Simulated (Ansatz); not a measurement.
BN in space group P6_3/mmc (No. 194; B on 2c, N on 2d) at seven volumes, PBE+D3(BJ) in the plane-wave PAW code Ansatz, shape and atoms relaxed at each. One row is withheld.

```csv
V (Å³/atom),P (GPa)
8.190,4.15
8.460,2.32
8.730,?
9.000,-0.01
9.270,-0.70
9.540,-1.16
9.810,-1.46
```

### Question
Fit the shown pressures and predict the withheld one.

### Answer
P = (3/2)B₀(x^(7/2) − x^(5/2))[1 + (3/4)(B′ − 4)(x − 1)] with x = (V₀/V)^(2/3). Least squares on the six rows gives V₀ = 8.997 Å³/atom, B₀ = 27.7 GPa, B′ = 10.62. At V = 8.730, x = 1.0203 and P = 0.98 GPa. The run itself gave 0.96 GPa.

Symmetry was held in the PBE+D3(BJ) relaxation; phonons on a q-mesh show no instability.

Potentials: the later of the program's two PAW sets.
